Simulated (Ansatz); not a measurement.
ZnSe₂: strain energy, fitted

ZnSe₂, Pa-3, a = 6.307 Å. The structure is a Materials Project entry; whether it is the stable form wasn't checked. Ansatz: r2SCAN, PAW, 500 eV, Γ-centred 4×4×4 mesh on 12 atoms, Gaussian smearing 0.02 eV; no spin polarisation. Series: biaxial strain in the a-b plane, c and atoms relaxed; x is the strain in per cent. y is the free energy over the unstrained cell, V0 = 20.907 Å³/atom.

```tsv
x (%)	y (meV/atom)
-3.0	11.33
-1.5	?
0.0	0.00
1.5	2.07
3.0	7.48
```

Problem. Fit y = c2 x² + c3 x³ to the other rows, turn c2 into a modulus, and predict the missing energy.

Solution. Least squares on the rows shown. y = 1.044 x² − 0.07139 x³. In eV per unit strain² c2 is 10.44; M is the biaxial modulus (E = M V0 ε²): 10.44 × 160.2 / (20.907) = 80 GPa. At x = -1.5 the fit asked for gives 2.59 meV/atom. The run gave 2.55 meV/atom, so the fit is 0.04 meV/atom too high, within twice the rms miss on the fitted rows (0.02 meV/atom).